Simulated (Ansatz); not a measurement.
Input file for Ansatz (an electronic-structure program):

Ansatz 0.2 input:
```yaml
crystal:
  lattice:
    - [-2.8917600594, 2.8917600594, 4.9763912322]
    - [2.8917600594, -2.8917600594, 4.9763912322]
    - [2.8917600594, 2.8917600594, -4.9763912322]
  atoms:
    - { symbol: Sn, position: [0.75, 0.25, 0.5] }
    - { symbol: Sn, position: [0.0, 0.0, 0.0] }
    - { symbol: S, position: [0.875, 0.8697243535, 0.4947243535] }
    - { symbol: S, position: [0.1302756465, 0.625, 0.0052756465] }
    - { symbol: S, position: [0.375, 0.3802756465, 0.5052756465] }
    - { symbol: S, position: [0.6197243535, 0.125, 0.9947243535] }
kpoints:
  mp_grid: { grid: [4, 4, 4] }
hamiltonian:
  xc: hse06
  pseudopotentials: { kind: paw }
scf:
  n_extra_bands: 6
  occupations: { method: fixed }
output:
  eigenvalues: true
  eigenstates:
    e_range: [-9.0, 10.6]
    kpoints:
      - [0.0, 0.0, 0.0]  # VBM
      - [0.0, 0.0, 0.0]  # CBM
```

Output (shortened):

```
Pseudopotentials: kind: paw
Pseudopotential: Sn, paw, valence charge 14
Pseudopotential: S, paw, valence charge 6
Functional definition: HSE06
davidson cushion auto → on  (no smearing: the cushion is to keep the highest requested band from converging to the state above it …
Crystal: 6 atoms, lattice volume = 166.456 Å³
Basis set: ecut = 420 eV, 3257 PW (Γ)
Bands: 32, of which v1, the nominal top of the filled ones, is band 26 counted from 1 (25 counted from 0)
Symmetry: 8 space group operations
Space group: I-42d (ITA 122), of the structure as read, at distance tolerance 5.5e-5 Å
k-points: 13 of 64 (time reversal used)
PAW frozen core: Sn, regenerated for the run's functional, and the local potential with it
PAW frozen core: S, regenerated for the run's functional, and the local potential with it
Initial wavefunctions: pseudopotential atomic-orbital guess
Eigensolver: davidson
Functional: x = pbe(κ = 0.804, μ = 0.2195149727645171), c = pbe(β = 0.06672455060314922), warm-up for x = pbe(κ = 0.804, μ = 0.2195149727645171) + 0.25 (exact …
SCF iter   1: F=—  HF=-15658.484386 eV  |F-HF|=—  |Δ(HF+E_count)|=         —  Δρ=1.08e-3  dr2=2.51e-3  ethr=1.77e-3  ⟨swp⟩=7.4  Hψ=1970  notcnv=0
preconditioner: auto → none
SCF iter   2: F=—  HF=-15658.486326 eV  |F-HF|=—  |Δ(HF+E_count)|=   1.94e-3  Δρ=4.55e-4  dr2=3.65e-4  ethr=4.83e-6  ⟨swp⟩=6.3  Hψ=1731  notcnv=0  defer=2
SCF iter   3: F=-15658.486567 eV  HF=-15658.486439 eV  |F-HF|=1.28e-4  |Δ(HF+E_count)|=   1.13e-4  Δρ=2.37e-4  dr2=5.28e-5  ethr=7.01e-7  ⟨swp⟩=4.0  Hψ=1068  notcnv=0  defer=1
SCF 1 stopped early in 3 iterations: F = -15658.486567 eV  dr2 = 5.28e-5
Crystal: 6 atoms, lattice volume = 166.456 Å³
Initial density: handed on by an earlier stage of this run
Initial wavefunctions: those handed on with the density
Functional: x = pbe(κ = 0.804, μ = 0.2195149727645171) + 0.25 (exact − pbe) at short range (hse, ω = 0.20786987370883472 Å⁻¹), c = pbe(β = 0.06672455060314922); HSE06 as pw.x's `hse` composes it (authors' and Libxc's form: `xc: wpbeh`)
Exchange kernel: α = 0.2500, screened, ω = 0.2079 Å⁻¹, Wigner–Seitz truncation, v(0) = 1046.6940 eV·Å³, q-mesh 4×4×4, nearest image of the exchange supercell L …
Frozen-core exchange: fock
SCF iter   1: F=—  HF=-15669.005012 eV  |F-HF|=—  |Δ(HF+E_count)|=         —  Δρ=5.11e-3  dr2=3.56e-2  ethr=1.02e-6  ⟨swp⟩=8.7  Hψ=2567  notcnv=0
preconditioner: auto → none
SCF iter   2: F=—  HF=-15668.994804 eV  |F-HF|=—  |Δ(HF+E_count)|=   1.02e-2  Δρ=2.13e-3  dr2=6.22e-3  ethr=1.02e-6  ⟨swp⟩=5.0  Hψ=1712  notcnv=0
SCF iter   3: F=—  HF=-15669.010808 eV  |F-HF|=—  |Δ(HF+E_count)|=   1.60e-2  Δρ=1.22e-3  dr2=2.63e-3  ethr=1.02e-6  ⟨swp⟩=5.0  Hψ=1693  notcnv=0
iter 4 solved again at ethr=4.32e-8 eV; its pass at ethr=1.02e-6 eV (dr2=2.24e-5 eV) is discarded
SCF iter   4: F=—  HF=-15669.010056 eV  |F-HF|=—  |Δ(HF+E_count)|=   7.52e-4  Δρ=1.66e-4  dr2=6.86e-5  ethr=4.32e-8  ⟨swp⟩=2.9  Hψ=2245  notcnv=0
SCF iter   5: F=—  HF=-15669.010370 eV  |F-HF|=—  |Δ(HF+E_count)|=   3.13e-4  Δρ=1.42e-4  dr2=5.01e-5  ethr=4.32e-8  ⟨swp⟩=5.0  Hψ=1487  notcnv=0
SCF iter   6: F=-15669.010355 eV  HF=-15669.010356 eV  |F-HF|=1.08e-6  |Δ(HF+E_count)|=   1.43e-5  Δρ=2.09e-5  dr2=3.54e-6  ethr=4.32e-8  ⟨swp⟩=4.0  Hψ=1294  notcnv=0
SCF 2 stopped early in 6 iterations: F = -15669.010355 eV  dr2 = 3.54e-6
hybrid outer 1: dexx = +1.893e-2 eV, tail = 7.32e-5 eV
Crystal: 6 atoms, lattice volume = 166.456 Å³
Exchange kernel: α = 0.2500, screened, ω = 0.2079 Å⁻¹, Wigner–Seitz truncation, v(0) = 1046.6940 eV·Å³, q-mesh 4×4×4, nearest image of the exchange supercell L …
Frozen-core exchange: fock
SCF iter   1: F=—  HF=-15669.010111 eV  |F-HF|=—  |Δ(HF+E_count)|=         —  Δρ=1.82e-5  dr2=4.83e-7  ethr=7.04e-7  ⟨swp⟩=3.5  Hψ=987  notcnv=0
preconditioner: auto → none
SCF iter   2: F=—  HF=-15669.010113 eV  |F-HF|=—  |Δ(HF+E_count)|=   2.06e-6  Δρ=1.40e-5  dr2=1.98e-7  ethr=7.61e-10  ⟨swp⟩=6.1  Hψ=1832  notcnv=0  defer=15
SCF iter   3: F=-15669.010113 eV  HF=-15669.010113 eV  |F-HF|=2.21e-9  |Δ(HF+E_count)|=   3.23e-8  Δρ=5.64e-6  dr2=2.98e-8  ethr=3.61e-10  ⟨swp⟩=3.2  Hψ=965  notcnv=0
SCF 3 converged in 3 iterations: F = -15669.010113 eV  dr2 = 2.98e-8
hybrid outer 2: dexx = +7.752e-7 eV, tail = 8.31e-8 eV, Δε = 1.47e-3 eV (about 8.39e-5 eV left of the loop's levels)
NSCF: frozen V_eff on 2 k-points
hybrid SCF converged: 2 outer / 9 inner (+3 warm-up), last move |dexx| = 7.75e-7 eV, tail = 8.31e-8 eV
Stability not checked (fock_operator)
Free energy (F): -15669.010113 eV
Frozen-core exchange: fock
Harris-Foulkes:  -15669.010113 eV  (|F-HF|=2.21e-9)
Internal energy: -15669.010113 eV  (E = F + TS)
E sigma→0 (E₀):  -15669.010113 eV
Fermi energy:    3.523293 eV
--- Per-component energies (eV) ---
  E_band       = -442.221247
  E_kinetic    = 795.062383
  E_local      = -3427.387725  (includes V_loc(G=0)·N_el)
  E_nonlocal   = 51.465753
  E_hartree    = 1753.387264
  E_xc         = -908.070225
  E_vxc        = -429.094279  (∫ρ·V_xc dr)
  E_exx        = -117.953392  (= α·E_x^exact, valence–valence)
  E_paw        = -10818.555740  (= ΣΔE_a)
  E_vpaw       = -703.135626  (= ΣTr[D̂ρ^β])
  E_aug_tail   = 0.000006  (compensation charges beyond the density's cutoff)
  E_ewald      = -2997.102789
  E_core_change = 0.144352  (= ΣΔE_core)
  E_smearing   =  0.000000  (= −TS)
  E_closure    =  0.000000  (closes the sum)
  Σ components = -15669.010113   (vs F -15669.010113, Δ=1.82e-12)
  [band-id]    e_kinetic+e_local+e_nonlocal+2·e_hartree+e_vxc+2·e_exx+e_vpaw+e_augmentation_tail = -442.221744   (vs E_band -442.221247, Δ=-4.98e-4)
--- Band table (eV; the first three rows and the last of 13) ---
  k-point 0: bands = ["-19.4619", "-19.4409", "-19.4409", "-19.4056", "-19.3768", "-19.3768", "-19.3260", "-19.3174", "-19.3044", "-19.2955", "-10.8753", "-8.9575", "-8.9575", "-8.6462", "-4.2678", "-1.4765", "-0.3982", "-0.3982", "0.3159", "0.5463", "1.7357", "1.9037", "1.9037", "3.2971", "3.2971", "3.5233", "6.3840", "7.5224", "7.6325", "9.7789", "9.7789", "10.8145"]
  k-point 1: bands = ["-19.4598", "-19.4433", "-19.4305", "-19.4058", "-19.3845", "-19.3841", "-19.3227", "-19.3112", "-19.3074", "-19.2967", "-10.5779", "-9.2600", "-9.0489", "-8.7618", "-3.9595", "-2.2215", "-0.2737", "0.1753", "0.3369", "0.8502", "1.8380", "2.0148", "2.2601", "2.7714", "3.0158", "3.2166", "7.1574", "7.5767", "8.5753", "9.4075", "10.1740", "10.3923"]
  k-point 2: bands = ["-19.4516", "-19.4516", "-19.4104", "-19.4104", "-19.3944", "-19.3944", "-19.3149", "-19.3149", "-19.3018", "-19.3018", "-9.8897", "-9.8897", "-9.0337", "-9.0337", "-3.2432", "-3.2432", "0.0167", "0.0167", "0.8445", "0.8445", "1.8687", "1.8687", "2.7933", "2.7933", "3.2809", "3.2809", "7.0150", "7.0150", "9.1277", "9.1277", "9.9546", "9.9546"]
  k-point 12: bands = ["-19.4496", "-19.4496", "-19.4337", "-19.4337", "-19.3668", "-19.3668", "-19.3220", "-19.3220", "-19.3003", "-19.3003", "-9.9602", "-9.9602", "-9.0166", "-9.0166", "-3.0098", "-3.0098", "0.3273", "0.3273", "1.4689", "1.4689", "1.8083", "1.8083", "1.8981", "1.8981", "2.9909", "2.9909", "7.1475", "7.1475", "7.7689", "7.7689", "9.1839", "9.1839"]
  band table: 32 of 32 bands, residual norms ≤ 1.0e-3 eV
```

Cost: very roughly 4 core-minutes on shared cores.

The points marked VBM and CBM come from a semilocal run.

The first step of the workflow began from a Materials Project structure, measured or hypothetical; the Crystallography Open Database copy checked does not list it. It is not the phase usual at ambient conditions (space group No. 164). Symmetry was held in the PBEsol relaxation; its stability against distortions is not shown here. Spin–orbit coupling is left out wherever it is not named.

Potentials: the later of the program's two PAW sets.

Ansatz is a plane-wave DFT program.
